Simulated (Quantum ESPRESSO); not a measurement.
Band energies of MoF₆

```
CELL_PARAMETERS angstrom
     -3.16735     3.16735     3.16735
      3.16735    -3.16735     3.16735
      3.16735     3.16735    -3.16735
ATOMIC_POSITIONS crystal
  F  0.71067 0.71067 0.00000
  F  0.28933 0.28933 0.00000
  F  0.00000 0.71067 0.71067
  F  0.00000 0.28933 0.28933
  F  0.71067 0.00000 0.71067
  F  0.28933 0.00000 0.28933
  Mo 0.00000 0.00000 0.00000
```

LDA (Quantum ESPRESSO, PseudoDojo norm-conserving, 84 Ry, without SOC); path ΓHNΓPH,PN; energies in eV from the valence-band maximum.

```csv
k (1/Å),point,band 24,band 25,band 26,band 27,band 28,band 29,band 30,band 31
0.00,Γ,-0.38,-0.38,0.00,0.00,0.00,4.41,4.41,4.41
0.20,,-0.39,-0.39,-0.02,-0.02,0.00,4.39,4.39,4.41
0.40,,-0.41,-0.41,-0.07,-0.07,-0.01,4.36,4.36,4.41
0.79,,-0.46,-0.46,-0.06,-0.06,-0.03,4.39,4.39,4.41
0.99,H,-0.47,-0.47,-0.04,-0.04,-0.04,4.41,4.41,4.41
1.46,,-0.64,-0.43,-0.13,-0.08,-0.07,4.32,4.32,4.42
1.69,N,-0.64,-0.41,-0.16,-0.10,-0.08,4.29,4.29,4.42
1.87,,-0.68,-0.41,-0.13,-0.08,-0.07,4.31,4.31,4.42
2.22,,-0.46,-0.39,-0.02,-0.01,-0.01,4.39,4.39,4.41
2.39,Γ,-0.38,-0.38,0.00,0.00,0.00,4.41,4.41,4.41
2.74,,-0.56,-0.56,-0.05,-0.05,-0.05,4.35,4.35,4.41
2.91,,-0.67,-0.67,-0.10,-0.10,-0.09,4.31,4.31,4.38
3.25,P,-0.65,-0.65,-0.15,-0.15,-0.15,4.30,4.30,4.30
3.40,,-0.67,-0.63,-0.15,-0.14,-0.14,4.27,4.32,4.32
3.54,,-0.69,-0.62,-0.12,-0.12,-0.12,4.28,4.35,4.35
3.83,,-0.63,-0.55,-0.06,-0.06,-0.06,4.35,4.40,4.40
3.97,,-0.52,-0.49,-0.04,-0.04,-0.04,4.39,4.41,4.41
4.11,H,-0.47,-0.47,-0.04,-0.04,-0.04,4.41,4.41,4.41
4.11,P,-0.65,-0.65,-0.15,-0.15,-0.15,4.30,4.30,4.30
4.28,,-0.65,-0.63,-0.15,-0.14,-0.13,4.28,4.30,4.34
4.61,N,-0.64,-0.41,-0.16,-0.10,-0.08,4.29,4.29,4.42
```

The LDA gap is indirect, 4.27 eV, from Γ to 17 % of the way from P to H; the smallest direct gap is 4.37 eV. Another conduction extremum on the path lies within 0.02 eV, too close to call.

Spin-orbit splittings are left out.

Geometry of the Materials Project entry, not relaxed at this level.

The structure is a Materials Project entry; no match was found in the copy of COD used, and its stability was not checked.
